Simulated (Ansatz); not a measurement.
The start is a generated trial cell of PbS in the cinnabar structure type. Cell shape, volume and atoms are optimised at zero target pressure with PBE (plane waves to 420 eV, PAW, scalar-relativistic; Ansatz, a quantum-chemistry and plane-wave program). The first steps use a coarse 6×6×3 k-mesh.

Starting cell:
```
CELL_PARAMETERS angstrom
      4.50153     0.00000     0.00000
     -2.25076     3.89844     0.00000
      0.00000     0.00000    10.31279
ATOMIC_POSITIONS crystal
  Pb 0.71980 0.00000 0.66667
  Pb 0.00000 0.71980 0.33333
  Pb 0.28020 0.28020 0.00000
  S  0.48890 0.00000 0.16667
  S  0.00000 0.48890 0.83333
  S  0.51110 0.51110 0.50000
```

Task: What symmetry does the relaxed structure have?

Result: The space group goes from P3₂21 (No. 154) to Fm-3m (No. 225); the end is rock salt type, with 2 atoms in the primitive cell.

Task: How do the shortest distances between atoms change?

Result: The closest pairs of elements (up to four, under 3.6 Å), start → end: Pb–S 2.57 → 3.00 Å.

Final values are on a 10×10×10 k-mesh of the relaxed cell. No spin polarisation in the result.

The run could not lose the symmetry of its start; a randomly shaken copy of 4 atoms returns to this structure.
